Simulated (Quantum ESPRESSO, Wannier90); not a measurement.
BaNaH6Ir (F-43m), plane waves to Wannier functions

```
begin unit_cell_cart
ang
    0.0000000000    3.9225500000    3.9225500000
    3.9225500000    0.0000000000    3.9225500000
    3.9225500000    3.9225500000    0.0000000000
end unit_cell_cart
begin atoms_frac
Na  -0.2500000000 -0.2500000000 -0.2500000000
Ba   0.2500000000  0.2500000000  0.2500000000
H   -0.2150300000  0.2150300000  0.2150300000
H   -0.2150300000 -0.2150300000  0.2150300000
H    0.2150300000 -0.2150300000 -0.2150300000
H    0.2150300000  0.2150300000 -0.2150300000
H    0.2150300000 -0.2150300000  0.2150300000
H   -0.2150300000  0.2150300000 -0.2150300000
Ir   0.0000000000  0.0000000000  0.0000000000
end atoms_frac
```

Cell from Materials Project (mp-1182061), symmetrised, no further relaxation. Not found in the COD (Crystallography Open Database) copy used; not checked further. Level: LDA, no spin polarisation, no spin-orbit coupling; pw.x of Quantum ESPRESSO at 71 Ry with PseudoDojo potentials, 4×4×4 k-points, Wannier90. Density: 8×8×8 mesh, cold smearing 0.01 Ry. Spin-orbit coupling is left out although heavy elements are present.

Band 13 is isolated and gives one Wannier function a cell (Ir9 6s 32 %, H5 1s 8 %, H4 1s 8 %; spread 3.82 Å²). Its on-site energy is ε = -4.689 eV relative to the valence-band maximum, and its hoppings t(R) = t(−R) to the nearer images are (images within this range that aren't listed have |t| under 5 meV):

```tsv
R (lattice vectors; −R alike)	distance (Å)	t (eV)
0 0 1	5.55	-0.072
0 1 -1	5.55	-0.072
0 1 0	5.55	-0.072
1 -1 0	5.55	-0.072
1 0 -1	5.55	-0.072
1 0 0	5.55	-0.072
```

Work out the band energy at Γ, X, U, K from these numbers.

For one orbital E(k) = ε + Σ_R 2 t(R) cos(2π k·R), the sum over the listed R.
- Γ, k = (0.000, 0.000, 0.000): E = -4.689 + (-0.072)·(12.00) = -5.55 eV; pw.x: -5.51 eV
- X, k = (-0.500, -0.500, 0.000): E = -4.689 + (-0.072)·(-4.00) = -4.40 eV; pw.x: -4.41 eV
- U, k = (-0.375, -0.375, 0.250): E = -4.689 + (-0.072)·(-3.66) = -4.43 eV; pw.x: -4.42 eV
- K, k = (-0.375, 0.000, 0.375): E = -4.689 + (-0.072)·(-3.66) = -4.43 eV; pw.x: -4.42 eV

At these points the listed shells miss the plane-wave band by up to 0.04 eV, of a width of 1.13 eV on the path. With all its hoppings the model misses the band by 2.4 meV at worst on the whole path, so most of the miss comes from the hoppings not listed.
